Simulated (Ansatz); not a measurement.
LuBi:
```xyz
2
Lattice="0.0000 3.1005 3.1005 3.1005 0.0000 3.1005 3.1005 3.1005 0.0000" Properties=species:S:1:pos:R:3 pbc="T T T"
Lu     3.1005     3.1005     3.1005
Bi     0.0000     0.0000     0.0000
```

Relaxed with r²SCAN. Special points in fractions of this cell's reciprocal vectors: Γ (0.000, 0.000, 0.000); X (0.500, 0.000, 0.500); U (0.625, 0.250, 0.625); K (0.375, 0.375, 0.750); L (0.500, 0.500, 0.500); W (0.500, 0.250, 0.750).

### Question
List the band energies nearest the Fermi level at these points for the program Ansatz at the r²SCAN level (PAW).

### Answer
In eV from the Fermi level; about four levels below and three above (degenerate sets whole), none deeper than 8.9 eV; points with the same levels are listed once.

| k | below | above |
|---|---|---|
| Γ | -5.98 -5.96 -5.96 -5.96 | 0.61 0.61 0.61 |
| X | -3.78 -1.29 -1.29 -0.36 | 1.64 2.77 3.75 3.75 |
| U | -5.97 -5.96 -3.48 -3.46 -1.79 | 0.90 3.17 3.28 |
| L | -5.95 -5.24 -2.15 -2.15 | 2.89 2.97 2.97 |
| W | -5.96 -3.11 -3.11 -3.01 | 2.32 2.43 2.43 |

Space group Fm-3m (rock salt). The workflow started from a Materials Project entry (that database holds measured and hypothetical structures alike); the Crystallography Open Database copy checked does not list it. With Lu and Bi taken as one species the cell has the higher symmetry Pm-3m, so it may be an ordered model of a mixed-site phase. Whether it is the stable phase at ambient conditions was not checked. The r²SCAN relaxation kept the symmetry of its start; its stability against distortions is not shown here. Scalar-relativistic: spin–orbit coupling is off unless named, which matters more the heavier the elements.

Potentials: the later of the program's two PAW sets.
